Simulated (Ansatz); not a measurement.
Input:

CoP₂:
```cif
data_Co4P8
_chemical_formula_sum 'Co4 P8'
_space_group_name_H-M_alt 'P21/c'
_space_group_IT_number 14
_space_group_name_Hall '-P 2ybc'
_cell_length_a 5.51938
_cell_length_b 5.52318
_cell_length_c 5.58601
_cell_angle_alpha 90.000
_cell_angle_beta 114.338
_cell_angle_gamma 90.000
loop_
_space_group_symop_operation_xyz
  'x, y, z'
  '-x, -y, -z'
  '-x, y+1/2, -z+1/2'
  'x, -y+1/2, z+1/2'
loop_
_atom_site_label
_atom_site_type_symbol
_atom_site_symmetry_multiplicity
_atom_site_Wyckoff_symbol
_atom_site_fract_x
_atom_site_fract_y
_atom_site_fract_z
_atom_site_occupancy
Co1 Co 4 e 0.27207 0.00181 0.28774 1
P1 P 4 e 0.84242 0.12623 0.13269 1
P2 P 4 e 0.33948 0.37201 0.18135 1
```

This is the r²SCAN-relaxed structure.

Task: All from the program Ansatz at the r²SCAN level (PAW), unless another level is named. Estimate the hole effective mass.

Result: 0.25, 1.2, 1.5 mₑ (principal values).

Task: Next, the band gap?

Result: 0.56 eV (smallest direct gap 0.58 eV).

Task: Next, the HSE06 gap on the r²SCAN cell?

Result: 0.77 eV.

Task: What about the electron effective mass?

Result: 0.46, 3.3, 4.7 mₑ (principal values).

Space group P2_1/c. The workflow started from a Materials Project entry (that database holds measured and hypothetical structures alike); the Crystallography Open Database copy checked does not list it. Whether it is the stable phase at ambient conditions was not checked. Symmetry was held in the r²SCAN relaxation; whether a distortion lowers the energy is not shown. The run is not spin-polarised.

Potentials: the later of the program's two PAW sets.
